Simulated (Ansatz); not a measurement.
Ansatz (a program for electronic structure) input:

Ansatz 0.2 input:
```yaml
crystal:
  lattice:
    - [0.0, 4.1534887311, 4.1534887311]
    - [4.1534887311, 0.0, 4.1534887311]
    - [4.1534887311, 4.1534887311, 0.0]
  atoms:
    - { symbol: Rb, position: [0.25, 0.25, 0.25] }
    - { symbol: Rb, position: [0.75, 0.75, 0.75] }
    - { symbol: Li, position: [0.5, 0.5, 0.5] }
    - { symbol: Sc, position: [0.0, 0.0, 0.0] }
    - { symbol: F, position: [0.2437958695, 0.2437958695, 0.7562041305] }
    - { symbol: F, position: [0.7562041305, 0.7562041305, 0.2437958695] }
    - { symbol: F, position: [0.7562041305, 0.2437958695, 0.2437958695] }
    - { symbol: F, position: [0.2437958695, 0.7562041305, 0.7562041305] }
    - { symbol: F, position: [0.2437958695, 0.7562041305, 0.2437958695] }
    - { symbol: F, position: [0.7562041305, 0.2437958695, 0.7562041305] }
kpoints:
  mp_grid: { grid: [4, 4, 4] }
hamiltonian:
  xc: hse06
  pseudopotentials: { kind: paw }
scf:
  n_extra_bands: 10
  occupations: { method: fixed }
output:
  eigenvalues: true
  eigenstates:
    e_range: [-9.0, 19.4]
    kpoints:
      - [0.0, 0.0, 0.0]  # VBM
      - [0.0, 0.0, 0.0]  # CBM
      - [0.0, 0.0, 0.0]  # GAMMA
      - [0.5, 0.0, 0.5]  # X
      - [0.5, 0.5, 0.5]  # L
      - [0.5, 0.25, 0.75]  # W
      - [0.375, 0.375, 0.75]  # K
      - [0.625, 0.25, 0.625]  # U
```

Output (shortened):

```
Pseudopotential: Rb, paw, valence charge 9
Pseudopotential: Li, paw, valence charge 3
Pseudopotential: Sc, paw, valence charge 11
Pseudopotential: F, paw, valence charge 7
Functional definition: HSE06
davidson cushion auto → on  (no smearing: the cushion is to keep the highest requested band from converging to the state above it …
Crystal: 10 atoms, lattice volume = 143.308 Å³
Basis set: ecut = 420 eV, 2741 PW (Γ)
Bands: 47, of which v1, the nominal top of the filled ones, is band 37 counted from 1 (36 counted from 0)
Symmetry: 48 space group operations
Space group: Fm-3m (ITA 225), of the structure as read, at distance tolerance 5.2e-5 Å
k-points: 8 of 64
SCF iter   1: F=—  HF=-13741.869336 eV  |F-HF|=—  |Δ(HF+E_count)|=         —  Δρ=1.07e-3  dr2=1.29e-3  ethr=1.77e-3  ⟨swp⟩=2.5  Hψ=2564  notcnv=0
preconditioner: auto → none
SCF iter   2: F=-13741.869816 eV  HF=-13741.869683 eV  |F-HF|=1.33e-4  |Δ(HF+E_count)|=   3.47e-4  Δρ=4.14e-4  dr2=1.37e-4  ethr=1.75e-6  ⟨swp⟩=5.8  Hψ=1246  notcnv=0
SCF 1 stopped early in 2 iterations: F = -13741.869816 eV  dr2 = 1.37e-4
Crystal: 10 atoms, lattice volume = 143.308 Å³
Exchange kernel: α = 0.2500, screened, ω = 0.2079 Å⁻¹, Wigner–Seitz truncation, v(0) = 1046.5276 eV·Å³, q-mesh 4×4×4, nearest image of the exchange supercell L …
Frozen-core exchange: fock
SCF iter   1: F=—  HF=-13746.537042 eV  |F-HF|=—  |Δ(HF+E_count)|=         —  Δρ=1.20e-2  dr2=3.05e-1  ethr=1.85e-6  ⟨swp⟩=8.2  Hψ=2003  notcnv=0
preconditioner: auto → none
SCF iter   2: F=—  HF=-13746.452813 eV  |F-HF|=—  |Δ(HF+E_count)|=   8.42e-2  Δρ=8.60e-3  dr2=4.75e-2  ethr=1.85e-6  ⟨swp⟩=6.9  Hψ=1738  notcnv=0
SCF iter   3: F=—  HF=-13746.461096 eV  |F-HF|=—  |Δ(HF+E_count)|=   8.28e-3  Δρ=2.83e-3  dr2=5.71e-3  ethr=1.85e-6  ⟨swp⟩=5.0  Hψ=1431  notcnv=0
SCF iter   4: F=—  HF=-13746.459209 eV  |F-HF|=—  |Δ(HF+E_count)|=   1.89e-3  Δρ=1.34e-3  dr2=1.49e-3  ethr=1.85e-6  ⟨swp⟩=3.9  Hψ=929  notcnv=0
iter 5 solved again at ethr=2.18e-8 eV; its pass at ethr=1.47e-6 eV (dr2=1.62e-5 eV) is discarded
SCF iter   5: F=—  HF=-13746.458783 eV  |F-HF|=—  |Δ(HF+E_count)|=   4.26e-4  Δρ=1.83e-4  dr2=3.38e-4  ethr=2.18e-8  ⟨swp⟩=4.0  Hψ=2022  notcnv=0
SCF iter   6: F=—  HF=-13746.461422 eV  |F-HF|=—  |Δ(HF+E_count)|=   2.64e-3  Δρ=9.37e-4  dr2=9.21e-4  ethr=8.16e-9  ⟨swp⟩=5.2  Hψ=1711  notcnv=0
SCF iter   7: F=-13746.461127 eV  HF=-13746.461129 eV  |F-HF|=1.66e-6  |Δ(HF+E_count)|=   2.93e-4  Δρ=4.03e-5  dr2=9.30e-6  ethr=8.16e-9  ⟨swp⟩=5.0  Hψ=1564  notcnv=0
SCF 2 stopped early in 7 iterations: F = -13746.461127 eV  dr2 = 9.30e-6
hybrid outer 1: dexx = +2.705e-2 eV, tail = 5.05e-5 eV
Crystal: 10 atoms, lattice volume = 143.308 Å³
Exchange kernel: α = 0.2500, screened, ω = 0.2079 Å⁻¹, Wigner–Seitz truncation, v(0) = 1046.5276 eV·Å³, q-mesh 4×4×4, nearest image of the exchange supercell L …
Frozen-core exchange: fock
SCF iter   1: F=—  HF=-13746.461331 eV  |F-HF|=—  |Δ(HF+E_count)|=         —  Δρ=1.21e-4  dr2=1.56e-5  ethr=3.41e-7  ⟨swp⟩=3.1  Hψ=961  notcnv=0
preconditioner: auto → none
iter 2 solved again at ethr=1.42e-10 eV; its pass at ethr=2.06e-8 eV (dr2=1.05e-7 eV) is discarded
SCF iter   2: F=—  HF=-13746.461326 eV  |F-HF|=—  |Δ(HF+E_count)|=   4.84e-6  Δρ=1.90e-5  dr2=1.74e-7  ethr=1.42e-10  ⟨swp⟩=4.1  Hψ=2044  notcnv=0
SCF iter   3: F=-13746.461327 eV  HF=-13746.461327 eV  |F-HF|=3.24e-8  |Δ(HF+E_count)|=   7.16e-7  Δρ=7.02e-6  dr2=4.53e-8  ethr=1.41e-10  ⟨swp⟩=5.1  Hψ=1197  notcnv=0
SCF 3 converged in 3 iterations: F = -13746.461327 eV  dr2 = 4.53e-8
hybrid outer 2: dexx = +8.230e-7 eV, tail = 1.15e-7 eV, Δε = 1.94e-3 eV (about 1.02e-4 eV left of the loop's levels)
NSCF: frozen V_eff on 8 k-points
hybrid SCF converged: 2 outer / 10 inner (+2 warm-up), last move |dexx| = 8.23e-7 eV, tail = 1.15e-7 eV
Stability not checked (fock_operator)
Free energy (F): -13746.461327 eV
Frozen-core exchange: fock
Harris-Foulkes:  -13746.461327 eV  (|F-HF|=3.24e-8)
Internal energy: -13746.461327 eV  (E = F + TS)
E sigma→0 (E₀):  -13746.461327 eV
Fermi energy:    0.867815 eV
--- Per-component energies (eV) ---
  E_band       = -728.128437
  E_kinetic    = 1928.057394
  E_local      = -5597.582764  (includes V_loc(G=0)·N_el)
  E_nonlocal   = 819.274327
  E_hartree    = 1963.255994
  E_xc         = -691.720054
  E_vxc        = -827.714362  (∫ρ·V_xc dr)
  E_exx        = -246.025873  (= α·E_x^exact, valence–valence)
  E_paw        = -7344.786847  (= ΣΔE_a)
  E_vpaw       = -484.625954  (= ΣTr[D̂ρ^β])
  E_aug_tail   = 0.012300  (compensation charges beyond the density's cutoff)
  E_ewald      = -4575.863824
  E_core_change = -1.081981  (= ΣΔE_core)
  E_smearing   =  0.000000  (= −TS)
  E_closure    =  0.000000  (closes the sum)
  Σ components = -13746.461327   (vs F -13746.461327, Δ=0.00e0)
  [band-id]    e_kinetic+e_local+e_nonlocal+2·e_hartree+e_vxc+2·e_exx+e_vpaw+e_augmentation_tail = -728.118816   (vs E_band -728.128437, Δ=9.62e-3)
--- Band table (eV; the first three rows and the last of 8) ---
  k-point 0: bands = ["-47.9252", "-42.3867", "-25.2973", "-25.2973", "-25.2973", "-22.2841", "-22.1047", "-20.2473", "-20.0636", "-20.0636", "-19.6860", "-19.6860", "-19.6860", "-5.6116", "-5.6116", "-5.6116", "-5.2118", "-5.2118", "-5.2118", "-1.6921", …
  k-point 1: bands = ["-47.9252", "-42.3867", "-25.3010", "-25.2968", "-25.2968", "-22.2389", "-22.1160", "-20.2545", "-20.0967", "-20.0967", "-19.7320", "-19.6533", "-19.6533", "-5.5105", "-5.5105", "-5.3913", "-5.2215", "-5.2215", "-5.1070", "-1.5367", …
  k-point 2: bands = ["-47.9252", "-42.3867", "-25.3046", "-25.2963", "-25.2963", "-22.1680", "-22.1520", "-20.2612", "-20.1255", "-20.1255", "-19.7795", "-19.6249", "-19.6249", "-5.3362", "-5.3362", "-5.3020", "-5.3020", "-5.0751", "-5.0623", "-1.4235", …
  k-point 7: bands = ["-47.9251", "-42.3867", "-25.3005", "-25.3005", "-25.2983", "-22.1472", "-22.1472", "-20.2687", "-20.1922", "-20.0949", "-19.6761", "-19.6761", "-19.6735", "-5.2825", "-5.2606", "-5.2273", "-5.2273", "-5.0315", "-5.0063", "-1.4198", …
```

Cost: very roughly 7 core-minutes on shared cores.

The points marked VBM and CBM come from a semilocal run.

The first step of the workflow began from a Materials Project structure, measured or hypothetical; the Crystallography Open Database copy checked does not list it. Its standing as an ambient phase is unchecked. The cell was relaxed with r²SCAN under the symmetry of its start; whether a distortion lowers the energy is not shown. No spin polarisation was allowed. Spin–orbit coupling is left out wherever it is not named.

Potentials: the later of the program's two PAW sets.

Ansatz is a plane-wave DFT program.
